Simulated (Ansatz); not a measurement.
La2O3:
```xyz
5
Lattice="3.8827 0.0000 0.0000 -1.9414 3.3625 0.0000 0.0000 0.0000 5.9507" Properties=species:S:1:pos:R:3 pbc="T T T"
La     0.0000     2.2417     1.4518
La     1.9414     1.1208     4.4989
O      0.0000     0.0000     0.0000
O      0.0000     2.2417     3.8476
O      1.9414     1.1208     2.1031
```

Relaxed with LDA.

### Question
Give the optical modes at the zone centre with their infrared and Raman activity from DFPT, LDA (plane waves, PAW; program Ansatz).

### Answer
Transverse frequencies, without the LO–TO term; a row sums one degenerate level.

```tsv
ω (cm⁻¹)	degeneracy	IR ((D/Å)²/amu)	Raman (Å⁴/amu)	activity	symmetry
108	2	0.00	3.3	Raman	Eg
200	1	0.00	5.9	Raman	A1g
204	2	48.18	0	IR	Eu
207	1	30.69	0	IR	A2u
375	2	32.36	0	IR	Eu
397	1	0.00	70	Raman	A1g
408	2	0.00	140	Raman	Eg
447	1	3.15	0	IR	A2u
```

### Question
How high does the top mode go among those that the LO–TO term moves?

### Answer
563 cm⁻¹ for q along x, 563 cm⁻¹ for q along y, 522 cm⁻¹ for q along z.

Space group P-3m1 (La2O3 or Ni2Al3 type). The cell was relaxed with LDA under the symmetry of its start; phonons on a q-mesh show no instability. Scalar-relativistic: spin–orbit coupling is off unless named, which matters more the heavier the elements.

Potentials: the later of the program's two PAW sets.
